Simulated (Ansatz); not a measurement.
A geometry of ZnCu away from equilibrium: the start of the relaxation of a relaxed ZnCu cell, doubled along one cell vector, shaken by Gaussian noise of σ = 0.08 Å a coordinate. Calculation: PBEsol (plane waves to 420 eV, PAW, scalar-relativistic; Ansatz, a first-principles code). Γ-centred k-mesh 14×7×8 on the run's cell (coarser than for final values), Fermi–Dirac smearing 0.05 eV.

```xyz
4
Lattice="2.6239 0.0000 0.0000 -2.6239 4.5448 0.0000 0.0000 0.0000 4.1384" Properties=species:S:1:pos:R:3:forces:R:3 pbc="T T T" free_energy=-19739.455 pressure_GPa=2.6
Cu    -0.0837    -0.0461    -0.0478    0.1578    0.1736    0.0039
Cu    -1.2379     2.2488     0.1267   -0.7148    0.2558   -1.4321
Zn    -0.1366     1.5197     1.9847    0.5516   -0.0488    1.2726
Zn    -1.4178     3.8522     2.0507    0.0053   -0.3806    0.1556
```

Positions in Å, forces in eV/Å, free energy of the cell in eV (comparable only within this code, potentials and settings). Largest force: 1.62 eV/Å, on Cu2 (atoms numbered as listed); the geometry lies 0.05 eV/atom above the end of its relaxation.

No spin polarisation in the result.

The end of the path is a generated cell of ZnCu: the first start was made by placing the elements on the sites of a structure type, and the end was not matched to a known phase here, so it may be hypothetical. Known forms of ZnCu include space group No. 221.
